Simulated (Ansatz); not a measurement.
Relaxed InP (zinc blende):

```yaml
crystal:
  lattice:
    - [0.00000, 2.95351, 2.95351]
    - [2.95351, 0.00000, 2.95351]
    - [2.95351, 2.95351, 0.00000]
  atoms:
    - { symbol: P, position: [0.75000, 0.75000, 0.75000] }
    - { symbol: In, position: [0.00000, 0.00000, 0.00000] }
```

In each cell atom 2 (In, nearest neighbour P at 2.558 Å; its periodic images, 4.2 Å or more away, move with it) moves by s·(0.577, 0.577, 0.577) (along Cartesian [111]), the rest being held.

These are r2SCAN (plane waves to 500 eV, PAW, scalar-relativistic; Ansatz, a first-principles code) values and carry that method's errors. k mesh 8×8×8 (Γ-centred), Fermi-Dirac smearing 0.05 eV. E stands for the smeared free energy. InP was relaxed with its symmetry unable to fall. The zero of ΔE is the undisplaced structure.

| s (Å) | ΔE (meV/cell) |
|---|---|
| -0.510 | 1877 |
| -0.408 | 1058 |
| -0.306 | 527 |
| -0.204 | 208 |
| -0.102 | 46 |
| 0.000 | 0 |
| 0.102 | 36 |
| 0.204 | 127 |
| 0.306 | 251 |
| 0.408 | 389 |
| 0.510 | 527 |

Problem. What force constant k = d²E/ds² at s = 0 does the table give?

Solution. 7.9 eV/Å². It is the second difference of the nearest points, corrected with the next pair.

Problem. With k = 7.85 eV/Å² from the forces, is the well harmonic out to s = 0.510 Å?

Solution. ½ks² = 1021 meV/cell against the computed 527 meV/cell, so the well is softer than harmonic there.

(A displaced cell: forces are minus the slopes of the energy, force constants its curvatures, and phonons follow from these.)
